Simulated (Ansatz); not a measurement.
# Fixed-spin-moment curve of VAu (R-3m)

The geometry is a structure from the Materials Project, held fixed and not relaxed.

The runs share PBEsol, 14×14×14 k mesh, Fermi–Dirac smearing of 0.05 eV. PAW means Ansatz 0.2.0 on its default frozen-core files; LAPW is all-electron LAPW in Ansatz 0.2.0. Site moments are integrated in spheres about the atoms, whose radii differ between the methods.

The reference run was typed so:

```yaml
crystal:
  lattice:
    - [1.4104010158, 0.8142954061, 4.6110877943]
    - [-1.4104010158, 0.8142954061, 4.6110877943]
    - [0.0, -1.6285908123, 4.6110877943]
  atoms:
    - { symbol: V, position: [0.5, 0.5, 0.5], spin: 2.0 }
    - { symbol: Au, position: [0.0, 0.0, 0.0] }
magnetization:
  spin_polarized: true
kpoints:
  mp_grid: { grid: [14, 14, 14] }
scf:
  occupations: { method: fermi_dirac, width: 0.05 }
  lower_state_search: "off"
hamiltonian:
  xc: pbesol
  pseudopotentials: { kind: paw }
output:
  forces: true
  stress: true
  eigenvalues: true
  populations: true
  dos: { projected: true, de: 0.1, e_range: [-8, 5] }
  write_density: true
  write_potential: true
  elf: true
  volumetric_format: npy
```

Command: `ansatz run input.yaml --threads 1 --pin off --max-ram 3072MiB --backend cpu --events-out ev --progress --plain --runs-dir out`

The input for «total moment held at 0.4 μB» by PAW differs from it in these lines, output keys apart:

```diff
-    - { symbol: V, position: [0.5, 0.5, 0.5], spin: 2.0 }
+    - { symbol: V, position: [0.5, 0.5, 0.5], spin: 0.4 }
+  initial_magnetization: 0.4
+  spin_locking: { lock_magnetization: hard }
```

The input for «total moment held at 0.4 μB» by LAPW differs from it in these lines, output keys apart:

```diff
-    - { symbol: V, position: [0.5, 0.5, 0.5], spin: 2.0 }
+    - { symbol: V, position: [0.5, 0.5, 0.5], spin: 0.4 }
+  initial_magnetization: 0.4
+  spin_locking: { lock_magnetization: hard }
-  pseudopotentials: { kind: paw }
+  pseudopotentials: { kind: all_electron, lapw: { basis_error: 0.001 } }
```

Each run fixes M = N↑ − N↓ with two Fermi levels; the holding field B = (E_F↑ − E_F↓)/2μB is the slope of the free energy against M over μB. Energies count from each method's free run. The held moment starts spread evenly over V1.

The free PAW run: The moments died out: the run ends unmagnetised.

```csv
M (μB/cell),ΔF PAW (meV/cell),ΔF LAPW (meV/cell),"B, PAW (T)","largest site moment, PAW (μB)","pressure, PAW (GPa)"
0.00,0.0,0.0,–,0.00,-9.0
0.20,+1.8,–,+336,0.16,-9.0
0.40,+8.6,+8.5,+868,0.32,-8.9
0.60,+22.2,–,+1440,0.47,-8.6
0.90,+50.7,+50.5,+1768,0.72,-7.8
1.20,+83.1,–,+1995,0.96,-6.7
1.60,+136.8,+136.0,+2715,1.29,-4.9
```

Task: Fit ΔF = E₀ + a₂M² + a₄M⁴ to the PAW points up to M = 0.90 μB, leaving out M = 0.40. What does the fit give, and how well does it predict the point left out?

Result: E₀ = -0.3 meV, a₂ = +61.58 meV/μB², a₄ = +1.699 meV/μB⁴, with a worst miss of 0.4 meV. At M = 0.40 it gives +9.6 meV against the computed +8.6. Since a₂ > 0 the fit has its minimum at M = 0.

Task: Check μB·B = dF/dM between M = 1.20 and 1.60 μB with the PAW numbers.

Result: ΔF/ΔM = +53.7 meV / 0.40 = +134.3 meV per μB, which is +2319 T with μB = 0.05788 meV/T. The mean of the two holding fields is +2355 T. The slope equals the mean of B over the step, so the two agree where B(M) is nearly straight between its ends, and here they lie within a tenth of each other.

Separate runs put a uniform field on the spins (g = 2):

```tsv
field (T)	M PAW (μB/cell)	M LAPW (μB/cell)
200	0.129	0.130
1000	0.441	0.442
3000	1.727	1.734
```

The PAW files were made with PBE; the program remakes their cores once for the run's functional and then keeps them frozen. The Ansatz runs typed with the search for lower states off end where their start leads. Spin–orbit coupling is left out although heavy atoms are present. These are results for the start and cell typed. The real compound can order otherwise, in a larger cell, or not at all, since semilocal functionals at zero temperature often overstate magnetism.
